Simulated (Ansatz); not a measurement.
This cell of WSi$_{2}$ (MoSi2 type, space group I4/mmm) is off equilibrium:

```xyz
3
Lattice="-1.6147 1.6147 3.9339 1.6147 -1.6147 3.9339 1.6147 1.6147 -3.9339" Properties=species:S:1:pos:R:3 pbc="T T T"
W     -0.1379    -0.1379     0.1950
Si     0.0000     0.0000     2.6324
Si     0.0000     0.0000     5.2354
```

Level of theory: PBE (plane waves to 420 eV, PAW, scalar-relativistic; Ansatz, a program for electronic structure). k mesh 16×16×16 (Γ-centred), Fermi-Dirac smearing 0.05 eV. Energies are smeared free energies. Stress and pressure are positive under compression. With partly filled bands, energies and forces of such displacements shift with the k mesh and the smearing. Spin-orbit coupling is left out, though W is heavy. The PAW data are Ansatz's earlier set. WSi2 is run without spin polarisation. WSi2 was relaxed with its symmetry unable to fall.

Q: What forces act on the atoms (eV/Å, Cartesian)?

A: 
```json
[
 {"atom": "W1", "Fx": "1.653", "Fy": "1.653", "Fz": "-2.988"},
 {"atom": "Si2", "Fx": "-0.338", "Fy": "-0.338", "Fz": "1.421"},
 {"atom": "Si3", "Fx": "-1.315", "Fy": "-1.315", "Fz": "1.566"}
]
```

Q: What is the stress tensor (GPa)?

A: 
```
    5.8      4.0     -3.6
    4.0      5.8     -3.6
   -3.6     -3.6      8.6
```
The pressure, a third of the trace, is 6.7 GPa.

Q: In it atom 1 sits (-0.138, -0.138, 0.195) Å away from its relaxed site. What is its energy relative to the relaxed cell?

A: 488 meV/cell.

(For displaced atoms, the force is minus the slope of the energy, and its curvature is a force constant, which sets phonon frequencies.)
